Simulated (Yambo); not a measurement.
Yambo input for CsSrF$_{3}$ (cubic perovskite, space group Pm-3m, No. 221) (a = b = c = 4.763 Å, α = β = γ = 90.00°), on norm-conserving PBEsol (Quantum ESPRESSO, 84 Ry, with spin-orbit coupling) wavefunctions on a 4×4×4 mesh:

```
optics
chi
dipoles
kernel
FFTGvecs= 40 Ry
Chimod= "HARTREE"
NGsBlkXd= 3 Ry
% QpntsRXd
 1 | 1 |
%
% BndsRnXd
 1 | 166 |
%
GrFnTpXd= "R"
% EnRngeXd
 0.0 | 20.0 | eV
%
% DmRngeXd
 0.2 | 0.2 | eV
%
CGrdSpXd= 50
ETStpsXd= 161
% LongDrXd
 1.0 | 0.0 | 0.0 |
%
% XfnQP_E
 3.298 | 1.0 | 1.0 |
%
```

First lines of the file o-*.eps_q1_inv_rpa_dyson:

```
Absorption @ Q(1):   1.00000000     0.00000000     0.00000000    [q->0 direction]
#
# [ X ] Hartree size     :   93
# [GEN] GF Energies     : Perdew, Burke & Ernzerhof SOL(X)+Perdew, Burke & Ernzerhof SOL(C)+ user defined corrections @E
# [GEN] Green`s Function     : Retarded
#
# [GEN] Gauge     : Length
# [GEN] [r,Vnl] included     : yes
#
#    E[1] [eV]     Im(eps)     Re(eps)     Im(eps_o)     Re(eps_o)
#
     0.000000     -0.97997E-09     1.949419     0.11186E-17     2.121531
     0.125000     0.181509E-3     1.949475     0.218782E-3     2.121599
     0.250000     0.363196E-3     1.949645     0.437770E-3     2.121804
     0.375000     0.545239E-3     1.949929     0.657172E-3     2.122146
     0.500000     0.727818E-3     1.950326     0.877195E-3     2.122625
     0.625000     0.911112E-3     1.950838     0.001098     2.123242
     0.750000     0.001095     1.951465     0.001320     2.123997
     0.875000     0.001281     1.952206     0.001543     2.124890
     1.000000     0.001467     1.953064     0.001768     2.125924
     1.125000     0.001655     1.954039     0.001994     2.127099
     1.250000     0.001845     1.955132     0.002222     2.128415
     1.375000     0.002036     1.956343     0.002453     2.129875
     1.500000     0.002230     1.957675     0.002686     2.131479
     1.625000     0.002426     1.959129     0.002921     2.133229
     1.750000     0.002624     1.960706     0.003159     2.135128
     1.875000     0.002825     1.962407     0.003401     2.137176
     2.000000     0.003030     1.964235     0.003646     2.139376
     2.125000     0.003237     1.966191     0.003895     2.141730
     2.250000     0.003448     1.968278     0.004147     2.144241
     2.375000     0.003662     1.970498     0.004405     2.146911
     2.500000     0.003881     1.972852     0.004666     2.149743
     2.625000     0.004104     1.975345     0.004933     2.152740
     2.750000     0.004331     1.977978     0.005205     2.155904
     2.875000     0.004564     1.980755     0.005483     2.159241
     3.000000     0.004802     1.983678     0.005767     2.162753
     3.125000     0.005045     1.986752     0.006057     2.166444
     3.250000     0.005295     1.989979     0.006354     2.170318
     3.375000     0.005551     1.993365     0.006659     2.174380
     3.500000     0.005814     1.996912     0.006972     2.178635
     3.625000     0.006084     2.000625     0.007293     2.183088
     3.750000     0.006362     2.004510     0.007623     2.187744
     3.875000     0.006649     2.008571     0.007963     2.192609
     4.000000     0.006945     2.012814     0.008313     2.197689
```
(The file goes on to the top of the energy range.) Convergence of the RPA response with its 4×4×4 mesh was not tested. The scissor comes from a G0W0 run whose convergence isn't established.

Geometry of the Materials Project entry, not relaxed at this level.

The structure is a Materials Project entry; no match was found in the copy of COD used, and its stability was not checked.
